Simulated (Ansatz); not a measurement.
A relaxation computed with Ansatz, from input to last step.

```yaml
crystal:
  lattice:
    - [4.4205936291, 0.0, 0.0]
    - [0.0, 4.4205936291, 0.0]
    - [0.0, 0.0, 10.2729528069]
  atoms:
    - { symbol: Sr, position: [0.0, 0.0, 0.0] }
    - { symbol: Sr, position: [0.5, 0.5, 0.5] }
    - { symbol: Si, position: [0.0, 0.0, 0.3876142694] }
    - { symbol: Si, position: [0.5, 0.5, 0.1123857306] }
    - { symbol: Si, position: [0.5, 0.5, 0.8876142694] }
    - { symbol: Si, position: [0.0, 0.0, 0.6123857306] }
    - { symbol: Ag, position: [0.0, 0.5, 0.25] }
    - { symbol: Ag, position: [0.5, 0.0, 0.25] }
    - { symbol: Ag, position: [0.5, 0.0, 0.75] }
    - { symbol: Ag, position: [0.0, 0.5, 0.75] }
basis:
  ecutwfc: 420
kpoints:
  mp_grid: { grid: [8, 8, 4] }
hamiltonian:
  xc: pbesol
scf:
  occupations: { method: gaussian, width: 0.1 }
output:
  forces: true
  stress: true
  eigenvalues: true
relax:
  adjacent_minimum: "off"
  f_tol: 0.008
  max_steps: 40
  cell: { stress_tol: 0.015, fix: [a, b, gamma] }
```

```bash
ansatz run input.yaml --threads 1 --pin off --max-ram 2560MiB --backend cpu --events-out ev --progress --plain --runs-dir out
```

Computed with DFT PBEsol, scalar-relativistic, plane waves, PAW (Ansatz 0.2.0).

Of 5 frames 4 are shown, positions in Å and forces in eV/Å; the SCF threshold varies from step to step. Steps run on the plane waves of an earlier cell, with a Pulay correction in the pressure. The basis is chosen afresh for the last frame, the zero of the energies, and at times for earlier ones too; energy and pressure can step there, also at an unchanged geometry. Where two frames share a geometry here, they differ by under 2 meV/atom and 0.3 GPa.

```xyz
10
Lattice="4.4206 0.0000 0.0000 0.0000 4.4206 0.0000 0.0000 0.0000 10.2730" Properties=species:S:1:pos:R:3:forces:R:3 pbc="T T T" step=1 free_energy_over_end_meV_per_atom=1.79 pressure_GPa=-1.89
Sr    0.0000    0.0000    0.0000    0.0000    0.0000    0.0000
Sr    2.2103    2.2103    5.1365    0.0000    0.0000    0.0000
Si    0.0000    0.0000    3.9819    0.0000    0.0000   -0.3383
Si    2.2103    2.2103    1.1545    0.0000    0.0000    0.3383
Si    2.2103    2.2103    9.1184    0.0000    0.0000   -0.3383
Si    0.0000    0.0000    6.2910    0.0000    0.0000    0.3383
Ag    0.0000    2.2103    2.5682    0.0000    0.0000    0.0000
Ag    2.2103    0.0000    2.5682    0.0000    0.0000    0.0000
Ag    2.2103    0.0000    7.7047    0.0000    0.0000    0.0000
Ag    0.0000    2.2103    7.7047    0.0000    0.0000    0.0000
10
Lattice="4.4206 0.0000 0.0000 0.0000 4.4206 0.0000 0.0000 0.0000 10.2001" Properties=species:S:1:pos:R:3:forces:R:3 pbc="T T T" step=2 free_energy_over_end_meV_per_atom=0.22 pressure_GPa=-1.33
Sr    0.0000    0.0000    0.0000    0.0000    0.0000    0.0000
Sr    2.2103    2.2103    5.1001    0.0000    0.0000    0.0000
Si    0.0000    0.0000    3.9377    0.0000    0.0000   -0.1462
Si    2.2103    2.2103    1.1624    0.0000    0.0000    0.1462
Si    2.2103    2.2103    9.0377    0.0000    0.0000   -0.1462
Si    0.0000    0.0000    6.2624    0.0000    0.0000    0.1462
Ag    0.0000    2.2103    2.5500    0.0000    0.0000    0.0000
Ag    2.2103    0.0000    2.5500    0.0000    0.0000    0.0000
Ag    2.2103    0.0000    7.6501    0.0000    0.0000    0.0000
Ag    0.0000    2.2103    7.6501    0.0000    0.0000    0.0000
10
Lattice="4.4206 0.0000 0.0000 0.0000 4.4206 0.0000 0.0000 0.0000 10.2035" Properties=species:S:1:pos:R:3:forces:R:3 pbc="T T T" step=3 free_energy_over_end_meV_per_atom=-0.02 pressure_GPa=-1.37
Sr    0.0000    0.0000    0.0000    0.0000    0.0000    0.0000
Sr    2.2103    2.2103    5.1017    0.0000    0.0000    0.0000
Si    0.0000    0.0000    3.9301    0.0000    0.0000    0.0087
Si    2.2103    2.2103    1.1716    0.0000    0.0000   -0.0087
Si    2.2103    2.2103    9.0319    0.0000    0.0000    0.0087
Si    0.0000    0.0000    6.2734    0.0000    0.0000   -0.0087
Ag    0.0000    2.2103    2.5509    0.0000    0.0000    0.0000
Ag    2.2103    0.0000    2.5509    0.0000    0.0000    0.0000
Ag    2.2103    0.0000    7.6526    0.0000    0.0000    0.0000
Ag    0.0000    2.2103    7.6526    0.0000    0.0000    0.0000
10
Lattice="4.4206 0.0000 0.0000 0.0000 4.4206 0.0000 0.0000 0.0000 10.2015" Properties=species:S:1:pos:R:3:forces:R:3 pbc="T T T" step=5 free_energy_over_end_meV_per_atom=0.00 pressure_GPa=-1.35
Sr    0.0000    0.0000    0.0000    0.0000    0.0000    0.0000
Sr    2.2103    2.2103    5.1007    0.0000    0.0000    0.0000
Si    0.0000    0.0000    3.9297    0.0000    0.0000    0.0004
Si    2.2103    2.2103    1.1710    0.0000    0.0000   -0.0004
Si    2.2103    2.2103    9.0305    0.0000    0.0000    0.0004
Si    0.0000    0.0000    6.2718    0.0000    0.0000   -0.0004
Ag    0.0000    2.2103    2.5504    0.0000    0.0000    0.0000
Ag    2.2103    0.0000    2.5504    0.0000    0.0000    0.0000
Ag    2.2103    0.0000    7.6511    0.0000    0.0000    0.0000
Ag    0.0000    2.2103    7.6511    0.0000    0.0000    0.0000
```

Time: 53 s on 1 thread of AMD EPYC 9R45 96-Core Processor (Zen 5) (shared host), peak memory 0.78 GiB.